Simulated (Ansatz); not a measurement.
**Sr2MnGe2S6O — coordination and 33S quadrupole coupling**

Cell: a diffraction structure from the COD, its atoms then relaxed with PBE in this cell.

```
CELL_PARAMETERS angstrom
9.52060 0.00000 0.00000
0.00000 9.52060 0.00000
0.00000 0.00000 6.20020
ATOMIC_POSITIONS crystal
Sr 0.15729 0.65729 0.50260
Sr 0.65729 0.84271 0.49740
Sr 0.84271 0.34271 0.50260
Sr 0.34271 0.15729 0.49740
Mn 0.00000 0.00000 0.00000
Mn 0.50000 0.50000 0.00000
Ge 0.62664 0.12664 0.91852
Ge 0.12664 0.37336 0.08148
Ge 0.37336 0.87336 0.91852
Ge 0.87336 0.62664 0.08148
S 0.63427 0.13427 0.26822
S 0.13427 0.36573 0.73178
S 0.36573 0.86573 0.26822
S 0.86573 0.63427 0.73178
S 0.06294 0.17661 0.25149
S 0.17661 0.93706 0.74851
S 0.93706 0.82339 0.25149
S 0.82339 0.06294 0.74851
S 0.56294 0.32339 0.74851
S 0.67661 0.56294 0.25149
S 0.43706 0.67661 0.74851
S 0.32339 0.43706 0.25149
O 0.00000 0.50000 0.20419
O 0.50000 0.00000 0.79581
```

Atoms are numbered from 1 in the order listed; like atoms form one site, named after its first atom.

All values are calculated (Ansatz; DFT, PBE+U (U = 3.9 eV on Mn d), plane waves and PAW, scalar-relativistic, collinear spin, 420 eV cutoff, Γ-centred 2×2×4 k-points, Fermi–Dirac smearing 0.02 eV), not measured. Start moments as typed (μB): 0 0 0 0 5 -5 0 0 0 0 0 0 0 0 0 0 0 0 0 0 0 0 0 0 by atom.

Q(33S) = -69.40 mb.

Problem. Rank these S sites by |C_Q|, smallest first.
A. S11: 1 Ge at 2.17 Å; also 3 Sr at 3.13–3.16 Å
B. S15: 1 Ge at 2.23 Å, 1 Mn at 2.37 Å, angle 111°; also 2 Sr at 3.05–3.07 Å

Solution. B (23.2 MHz, η = 0.22), A (30.1 MHz, η = 0.07).

At S15 V_zz points along the shorter of its two bonds, to Ge (within 1°). At S11 V_zz points along its bond to Ge (within 2°). Like point charges on the first shell alone (each adding as 1/d³) would give the same order.

The largest force is 0.5 eV/Å, so the atoms aren't at the calculated equilibrium and relaxing them would move these values. The magnetic order is the one that the run reached from its start moments, not necessarily the measured one.
